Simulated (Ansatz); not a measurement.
**Calculated with Ansatz: BiPd, settings compared**

The input file (Ansatz 0.2.0, plane waves):

```yaml
crystal:
  lattice:
    - [4.20304704, 0.0, 0.0]
    - [-2.10152352, 3.63994804, 0.0]
    - [0.0, 0.0, 5.65374413]
  atoms:
    - { symbol: Bi, position: [0.33333, 0.66667, 0.25] }
    - { symbol: Bi, position: [0.66666, 0.33333, 0.75] }
    - { symbol: Pd, position: [0.0, 0.0, 0.0] }
    - { symbol: Pd, position: [0.0, 0.0, 0.5] }
  symmetry: { tolerance: 0.0003 }
kpoints:
  mp_grid: { grid: [5, 5, 3], shift: [0, 0, 0] }
magnetization:
  spin_polarized: false
scf:
  occupations: { method: methfessel_paxton, width: 0.03 }
hamiltonian:
  pseudopotentials: { kind: paw }
  xc: r2scan
basis:
  ecutwfc: 500
output:
  forces: true
  stress: true
  eigenvalues: true
relax:
  max_steps: 40
  cell: {}
```

The command:

```bash
ansatz run input.yaml --threads 1 --pin off --max-ram 2560MiB --backend cpu --events-out ev --progress --plain --runs-dir out
```

Origin of the cell: a database entry, scaled a little.

Output of this run (shortened):

```
Warning: the atoms were moved onto the symmetric positions of the space group found under crystal.symmetry.tolerance 3.0e-4 (fractional; no operation is sought that the atoms, as they stand i […]
Pseudopotentials: kind: paw
Pseudopotential: Bi, paw, valence charge 15, recommended cutoff 500 eV (meta_gga), Bi.paw.azcp
Pseudopotential: Pd, paw, valence charge 18, recommended cutoff 500 eV (meta_gga), Pd.paw.azcp
Functional definition: r2SCAN
  exchange = r2scan_x(k0 = k0, k1 = k1, a1 = a1)
  correlation = r2scan_c
Crystal: 4 atoms, lattice volume = 86.496 Å³
Basis set: ecut = 500 eV, 2211 PW (Γ), exchange–correlation on 128×128×180 points (64 copies of the dense FFT grid, shifted against one another)
Bands: 40, of which v1, the nominal top of the filled ones, is band 33 counted from 1 (32 counted from 0)
Symmetry: 24 space group operations
[… 8 lines left out …]
Initial density: superposition of atomic densities (neutral atoms: chi_scale 0, normalization atom), corrected by the library's trained network
Functional: x = r2scan, c = r2scan; τ floored in thin density (d = 2e-4 eV/Å³)
SCF iter   1: F=—  HF=-38794.614619 eV  Δρ=1.02e-2  dr2=7.56e-2  dr2_τ=2.15e-2  defer=2
SCF iter   2: F=—  HF=-38794.640239 eV  S|Δr|=    0.00e0  Δρ=4.38e-3  dr2=2.95e-2  dr2_τ=3.04e-4  defer=25
SCF iter   3: F=—  HF=-38794.636974 eV  S|Δr|=    0.00e0  Δρ=3.41e-3  dr2=1.65e-2  dr2_τ=5.35e-5  defer=25
SCF iter   4: F=—  HF=-38794.635074 eV  S|Δr|=    0.00e0  Δρ=1.52e-3  dr2=4.03e-3  dr2_τ=5.93e-5  defer=25
SCF iter   5: F=—  HF=-38794.634284 eV  S|Δr|=    0.00e0  Δρ=3.76e-4  dr2=9.47e-5  dr2_τ=4.92e-6  defer=25
SCF iter   6: F=—  HF=-38794.634409 eV  S|Δr|=    0.00e0  Δρ=1.28e-4  dr2=1.56e-5  dr2_τ=8.68e-7  defer=25
SCF iter   7: F=—  HF=-38794.634412 eV  S|Δr|=    0.00e0  Δρ=2.39e-5  dr2=4.39e-7  dr2_τ=1.39e-8  defer=25
SCF iter   8: F=-38794.634411 eV  HF=-38794.634411 eV  S|Δr|=    0.00e0  Δρ=6.68e-6  dr2=2.99e-8  dr2_τ=1.56e-9
relax step   1: F+E_penalty+E_count = -38794.634411 eV  Δ(F+E_penalty+E_count) = +0.000e0 eV  max|allowed force component| = 7.401e-17 eV/Å  Δτ_max = 0.0000 Å  P = +5.018 GPa  Ω = 86.496 Å³ […]
relax step   2: F+E_penalty+E_count = -38794.533941 eV  Δ(F+E_penalty+E_count) = +1.005e-1 eV  max|allowed force component| = 1.619e-17 eV/Å  Δτ_max = 0.0000 Å  P = -6.219 GPa  Ω = 97.942 Å³ […]
relax step   3: F+E_penalty+E_count = -38794.690153 eV  Δ(F+E_penalty+E_count) = -5.574e-2 eV  max|allowed force component| = 4.048e-17 eV/Å  Δτ_max = 0.0000 Å  P = -0.670 GPa  Ω = 91.259 Å³ […]
relax step   4: F+E_penalty+E_count = -38794.692012 eV  Δ(F+E_penalty+E_count) = -1.859e-3 eV  max|allowed force component| = 7.459e-17 eV/Å  Δτ_max = 0.0000 Å  P = -0.047 GPa  Ω = 90.631 Å³ […]
relax step   5: F+E_penalty+E_count = -38794.695251 eV  Δ(F+E_penalty+E_count) = -3.240e-3 eV  max|allowed force component| = 7.459e-17 eV/Å  Δτ_max = 0.0000 Å  P = -0.025 GPa  Ω = 90.631 Å³  stress off target by 2.54e-2 GPa […]
SCF 5 converged in 8 iterations: F = -38794.695251 eV  dr2 = 8.24e-12
basis re-selected at this cell: Δ(F+E_penalty+E_count) = -3.240e-3 eV, ΔP = +0.022 GPa vs the last step (what re-selecting the basis moved, of the pressure what is left beyond the Pulay corre […]
SCF converged after 8 iterations
Stability not checked: this state was not tested for a lower state beside it, because cold or Methfessel-Paxton smearing, or corrected tetrahedra, fill the levels in a way that the test cannot read (fill_not_monotonic; […]
Free energy (F): -38794.695251 eV
Harris-Foulkes:  -38794.695251 eV  (|F-HF|=1.46e-11)
Internal energy: -38794.693790 eV  (E = F + TS)
E sigma→0 (E₀):  -38794.694886 eV
Entropy (-TS):   -0.001462 eV (-0.365 meV/atom)
Fermi energy:    14.256017 eV
--- Per-component energies (eV) ---
  E_band       = -614.347023
  E_kinetic    = 1637.094049
  E_local      = -7549.910840  (includes V_loc(G=0)·N_el)
  E_nonlocal   = 1560.106425
  E_hartree    = 2876.763396
  E_xc         = -601.554959
  E_vxc        = -777.824678  (∫ρ·V_xc dr)
  E_paw        = -28925.937845  (= ΣΔE_a)
  E_vpaw       = -1293.581533  (= ΣTr[D̂ρ^β])
  E_aug_tail   = -0.000369  (compensation charges beyond the density's cutoff)
  E_vtau       = 56.243202  (kinetic-family band-sum trace: ∫τ·v_τ [+ j·A + Jᵃ·Aᵃ] dr)
  E_ewald      = -7792.100568
  E_core_change = 0.846921  (= ΣΔE_core)
  E_smearing   = -0.001462  (= −TS)
  Σ components = -38794.695251   (vs F -38794.695251, Δ=0.00e0)
--- Forces (eV/Å), atoms counted from 1 ---
  atom   1  Bi     0.000000     0.000000     0.000000
  atom   2  Bi    -0.000000    -0.000000     0.000000
  atom   3  Pd     0.000000     0.000000    -0.000000
  atom   4  Pd     0.000000     0.000000     0.000000
  max |Σ_I F_I| component: 2.31e-18 eV/Å
--- Stress (GPa, compression-positive) ---
       -0.025420       0.000000       0.000000
        0.000000      -0.025420       0.000000
        0.000000       0.000000      -0.023636
  P = ⅓ Tr σ = -0.0248 GPa (-0.248 kbar)
--- Relaxed structure (4 steps of the walk, 3 accepted, 1 SCFs on fresh bases) ---
  F+E_penalty+E_count = -38794.695251 eV   max|allowed force component| = 7.459e-17 eV/Å   (the final SCF, on the basis selected at the relaxed cell)
  cell:  # Å, volume = 90.6306 Å³
    - [4.271893, 0.0, 0.0]
    - [-2.135947, 3.699568, 0.0]
    - [0.0, 0.0, 5.734603]
  atoms:
    - { symbol: Bi, position: [0.333333, 0.666667, 0.25] }
    - { symbol: Bi, position: [0.666667, 0.333333, 0.75] }
    - { symbol: Pd, position: [2.775e-17, 0.0, 0.0] }
    - { symbol: Pd, position: [2.775e-17, 0.0, 0.5] }
```

The same input was run again with these changes:

1. `scf.mixing.preconditioner` default → ldos; `scf.n_extra_bands` default → 16; `kpoints.mp_grid.shift` [0, 0, 0] → [0.5, 0.5, 0.5]
2. `kpoints.mp_grid.shift` [0, 0, 0] → [0.5, 0.5, 0.5]
3. `basis.ecutrho_ratio` default → 8
4. `relax.f_tol` default → 0.05; `relax.max_displacement` default → 0.1

```csv
run,end,SCF iterations,volume (Å³/atom),max force component (eV/Å),moment (μB),ΔE(σ→0) (meV/atom)
base,converged,43,22.66,0.000,–,0
1,converged,59,22.66,0.001,–,-12.58
2,converged,59,22.66,0.001,–,-12.58
3,converged,43,22.66,0.000,–,0.00
4,converged,49,22.65,0.000,–,0.00
```

Energies are compared only where functional, datasets, charge and starting cell are the same.

Caveats of the base run: no spin-orbit coupling, though heavy elements are present; the k mesh is coarse if the cell is a metal; the relaxation held the start's symmetry, so the end may be a saddle point.

Run 1: the k mesh keeps only part of the crystal's symmetry.
Run 2: the k mesh keeps only part of the crystal's symmetry.

The base run ran for 40 s on 1 thread of Arm Neoverse V1 (shared host), peak memory 0.55 GiB, from the program's own first density.
